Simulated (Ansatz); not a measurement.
With plane-wave PAW r²SCAN+D4 (Ansatz code), Tc in the hcp (Mg type) structure (P6_3/mmc) relaxes to a = 2.731 Å, c = 4.372 Å. Tc has 12 nearest neighbours from 2.70 Å (anticuboctahedral).

Electronic character: metallic (no gap).

Symmetry was held in the r²SCAN+D4 relaxation. No spin polarisation was allowed. The pairwise dispersion correction was not fitted to metals. Axis ratios of metals converge slowly with the k-mesh, so a and c are less sure than the volume. Spin–orbit coupling is left out wherever it is not named.

Potentials: the later of the program's two PAW sets.
